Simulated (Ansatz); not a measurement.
NiSb:
```
NiSb
1.0
    3.91433     0.00000     0.00000
   -1.95716     3.38991     0.00000
    0.00000     0.00000     5.07434
Ni Sb
2 2
Direct
  0.00000   0.00000   0.00000
  0.00000   0.00000   0.50000
  0.33333   0.66667   0.25000
  0.66667   0.33333   0.75000
```

Relaxed with PBEsol. Special points in fractions of this cell's reciprocal vectors: Γ (0.000, 0.000, 0.000); M (0.500, 0.000, 0.000); K (0.333, 0.333, 0.000); A (0.000, 0.000, 0.500); L (0.500, 0.000, 0.500); H (0.333, 0.333, 0.500).

### Question
List the band energies nearest the Fermi level at these points for DFT-PBEsol with spin–orbit coupling in the program Ansatz with PAW potentials.

### Answer
In eV from the Fermi level; about four levels below and three above (degenerate sets whole), none deeper than 8.9 eV; points with the same levels are listed once.

```
k                    below                above
-  -----------------------  -------------------
Γ  -1.37 -1.37 -1.28 -1.28  0.03 0.03 0.27 0.27
M  -1.29 -1.29 -0.31 -0.31  1.21 1.21 3.44 3.44
K  -0.65 -0.65 -0.56 -0.56  0.68 0.68 0.75 0.75
A  -2.11 -2.11 -2.11 -2.11  0.30 0.30 0.30 0.30
L  -1.79 -1.79 -1.79 -1.79  0.20 0.20 0.20 0.20
H  -1.30 -1.30 -1.24 -1.24  4.26 4.26 4.48 4.48
```

Space group P6_3/mmc (NiAs type). The PBEsol relaxation kept the symmetry of its start; of distortions, only those at the zone centre were tested. The run is not spin-polarised.

Potentials: the later of the program's two PAW sets.
